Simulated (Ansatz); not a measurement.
## What DFT gives for VClO

```
V Cl O
1.0
     3.74976    3.27360    0.00000
     3.74976   -3.27360    0.00000
     0.00000    0.00000    7.84672
V Cl O
4 4 4
Direct
  0.25000 0.75000 0.11480
  0.75000 0.25000 0.11480
  0.25000 0.25000 0.88520
  0.75000 0.75000 0.88520
  0.00000 0.00000 0.32790
  0.50000 0.50000 0.32790
  0.00000 0.50000 0.67210
  0.50000 0.00000 0.67210
  0.00000 0.00000 0.95420
  0.50000 0.50000 0.95420
  0.00000 0.50000 0.04580
  0.50000 0.00000 0.04580
```

Level: r2SCAN, with U = 5.29 eV and J = 0.82 eV on V d (all-electron-ortho-atomic projectors), collinear spin; 500 eV; 4×4×3 Γ-centred mesh; fermi-dirac occupations (width 0.1 eV); Ansatz 0.2.0, fixed geometry.

Magnetic state (reached from a saved solution, and it need not be the lowest): V1 up, V2 down, V3 down, V4 up.

(1) Where is the largest force?

(2) Give the Bader charges.

(3) Give the spin moments.

(4) What is the band gap?

(5) Which orbitals make up the band edges?

(6) Is the cell too large or too small?

(7) Describe some of the short contacts.

Origin: a database entry at a rescaled volume.

Results:

(1) The largest is on Cl5 (and as large on other atoms): 0.80 eV/Å, components (0.00, 0.00, 0.80). It makes 136° with the line to a nearest neighbour, V1 at 2.34 Å, pointing away from it.

(2) Bader charges in e: V +2.00, Cl -0.66, O -1.33. In the mean V gives up most and O takes most.

(3) V1 +1.82, V2 -1.82, V3 -1.82, V4 +1.82 μB of spin moment in Bader basins; net size 0.00 μB a cell.

(4) The gap is 3.63 eV, indirect or between spins (the least direct gap found is 3.70 eV). A semilocal functional usually gives too small a gap.

(5) Within 0.7 eV of the edges, the states project mainly on Cl p (37 %), V d (32 %) and O p (29 %) below the gap and on V d (90 %) above it.

(6) The pressure is 8.7 GPa (compression positive), so with the atoms held at these fractions the cell would first expand; the forces are large, so a full relaxation may end otherwise. The principal stresses 7.5, 8.4, 10.1 GPa differ, so its shape would change too.

(7) V–O at 1.95 Å: least valence density 0.66 e/Å³ and ELF 0.18 there. Cl–V at 2.34 Å: least valence density 0.44 e/Å³ and ELF 0.16 there. These are pseudo-fields; inside the PAW spheres they differ from the all-electron ones.
